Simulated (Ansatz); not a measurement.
NbCr2 (cubic Laves (MgCu2 type), Fd-3m) under volume change, plane-wave PAW r²SCAN (Ansatz code), scaled uniformly.

| V (Å³/atom) | E − E(relaxed) (meV/atom) | P (GPa) |
|---|---|---|
| 12.530 | ___ | ___ |
| 12.944 | 41.5 | 16.97 |
| 13.357 | 9.9 | 7.84 |
| 13.770 | 0.0 | 0.00 |
| 14.183 | 8.9 | -6.74 |
| 14.596 | ___ | ___ |
| 15.009 | 72.9 | -17.52 |

**Question.** Some entries are withheld; supply them.

**Answer.** 
- 14.596, E − E(relaxed) (meV/atom): 34.0
- 14.596, P (GPa): -12.54
- 12.530, E − E(relaxed) (meV/atom): 98.6
- 12.530, P (GPa): 27.59

**Question.** What does a third-order Birch–Murnaghan fit give for V₀, B₀ and B′?

**Answer.** V₀ = 13.77 Å³/atom, B₀ = 242 GPa, B′ = 4.0.

The workflow started from an entry of the Crystallography Open Database (COD). Whether it is the stable phase at ambient conditions was not checked. The cell was relaxed with r²SCAN under the symmetry of its start; whether a distortion lowers the energy is not shown. The workflow began spin-polarised and lost its moments. Its formation energy is positive at this level, so the cell may be metastable or incomplete.

Potentials: the later of the program's two PAW sets.
